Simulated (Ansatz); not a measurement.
ScAl$_{3}$:
```
ScAl3
1.0
    4.08553     0.00000     0.00000
    0.00000     4.08553     0.00000
    0.00000     0.00000     4.08553
Al Sc
3 1
Direct
  0.00000   0.50000   0.50000
  0.50000   0.50000   0.00000
  0.50000   0.00000   0.50000
  0.00000   0.00000   0.00000
```

Relaxed with r²SCAN.

Q: Map the valence electron density (e/Å³), cut off at 0.2 on the plane through (0.000, 0.500, 0.500) spanned by u = [1, 1, 0] and v = [1, 0, 1] in lattice vectors, from r²SCAN in the plane-wave PAW code Ansatz.

A: x is the fraction of u, y of v (the angle between them is 60°; rows are the nearest grid lines); atoms in the plane: Al at (0.00, 0.00), Al at (0.00, 0.50), Al at (0.50, 0.00), Sc at (0.50, 0.50).
```
|001499999997200002799999994100|
|000379999999510001599999997300|
|433479999999996333689999999974|
|977799999999999877899998899999|
|999999998888999999999999889999|
|999999998777889999999999989999|
|999998888999998888999999999999|
|999998779999999987889999999999|
|999998779999999998778999998899|
|799998779999999999978999986457|
|015999879999999999998899973000|
|001699988999999999999889983000|
|000389988999999999999889996100|
|000379998899999999999978999510|
|754689999879999999999977899997|
|998899999877899999999977899999|
|999999999988789999999977899999|
|999999999999888899999888899999|
|999989999999999988777899999999|
|999988999999999999888899999999|
|999998899998778999999999997779|
|479999999986333699999999974334|
|003799999995100015999999973000|
|001499999997200002799999994100|
```
Scale: ten equal steps from 0.057 (start of '0') to 0.200 (end of '9'), in the order '0123456789'; x runs from 0.000 to 1.00, y from 0.000 (bottom) to 1.00 (top).

The density is the valence pseudo-density with augmentation charge, so density and ELF within about 1 Å of a nucleus are not all-electron values.

Space group Pm-3m (Cu3Au type). The cell was relaxed with r²SCAN under the symmetry of its start; of distortions, only those at the zone centre were tested. No spin polarisation was allowed.

Potentials: the later of the program's two PAW sets.
